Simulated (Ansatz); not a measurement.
Values for one crystal, relaxed and computed with plane-wave PAW PBE (Ansatz code); other levels are named.

```yaml
volume_per_atom: 22.30 Å³
band_gap: 0.99 eV (indirect)
conduction_band_minimum: at Γ
Gap with spin–orbit coupling: 0.86 eV
electron_effective_mass: 0.14 mₑ (isotropic)
Electron effective mass with spin–orbit coupling: 0.13 mₑ (isotropic)
valence_band_maximum: at X
```

### Question
Which of these materials gives this?
A. BeS, NiAs type
B. Zn4TeS3, P-4m2 (Pearson symbol tP8)
C. ZnS, NiAs type
D. ZnIn2O4, I-4 (In on 2b, In on 2d, Zn on 2a, O on 8g)

### Answer
B, Zn4TeS3, P-4m2 (Pearson symbol tP8)

The start of the workflow was typed in or built on a structure type; neither database checked (COD, Materials Project) lists it. Whether it is the stable phase at ambient conditions was not checked. Symmetry was held in the PBE relaxation; whether a distortion lowers the energy is not shown. Spin–orbit coupling is left out wherever it is not named.

Potentials: the earlier of the program's two PAW sets.
